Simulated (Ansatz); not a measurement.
# Structures of HgOs: which is lowest?

Plane-wave DFT in Ansatz with scalar-relativistic PAW potentials, cutoff 420 eV, Γ-centred meshes chosen by cell and gap, Gaussian smearing with energies taken to zero width. Every cell was relaxed (cell and atoms) in a run of its own, within the symmetry of its start. Functional: PBE.

Relaxed structures (starts from databases or built by putting these elements on another compound's sites):
A. P-6m2, 2 atoms in the computed cell, a = 2.880 Å, c = 4.782 Å; sites (symmetry × multiplicity) Hg -6m2 × 1, Os -6m2 × 1; start: built
B. Pm-3m, 2 atoms in the computed cell, a = 3.247 Å; sites (symmetry × multiplicity) Hg m-3m × 1, Os m-3m × 1; start: built

Question: Rank them by energy. Could pressure change the order?

Answer:
| structure | group | E − E(lowest) (meV/atom) | V (Å³/atom) | gap on mesh (eV) |
| --- | --- | --- | --- | --- |
| A | P-6m2 | 0.0 | 17.17 | 0.00 |
| B | Pm-3m | 298 | 17.12 | 0.00 |

A is lowest, 298 meV/atom under B. The two lowest differ in volume by under 3 %, too little for a first-order estimate of what pressure does to that pair (other pairs aren't weighed here); with rigid cells even 3 % in favour of the higher one would need about 93 GPa. Other structures may lie lower than all of these, and vibrations aren't counted.

Spin-orbit coupling is left out, which matters for the bands of heavy elements.